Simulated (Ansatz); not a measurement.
Values for one crystal, relaxed and computed with r²SCAN (plane waves, PAW; program Ansatz); other levels are named.

```yaml
volume_per_atom: 23.16 Å³
electronic_character: metallic (no gap)
Formation energy from the elements (no fitted shifts): -435 meV/atom
Gap with spin–orbit coupling: none (metallic)
Density of states at the Fermi level: 0.98 states/eV per atom (mean over ±0.08 eV)
Bulk modulus (Birch–Murnaghan fit): 63.7 GPa
Pressure derivative B′: 4.2
```

Q: Which compound is it?
(A) Lu3SnC, anti-perovskite
(B) SiC, rock salt
(C) V2InC, P6_3/mmc (V on 4f, In on 2d, C on 2a)
(D) Y2C, R-3m (C on 3a, Y on 6c)

A: D, Y2C, R-3m (C on 3a, Y on 6c)

The workflow started from an entry of the Crystallography Open Database (COD). Its standing as an ambient phase is unchecked. The cell was relaxed with r²SCAN under the symmetry of its start; its stability against distortions is not shown here. No spin polarisation was allowed. The references are the lowest solids computed at this level, not always the standard phases. Scalar-relativistic: spin–orbit coupling is off unless named, which matters more the heavier the elements.

Potentials: the later of the program's two PAW sets.
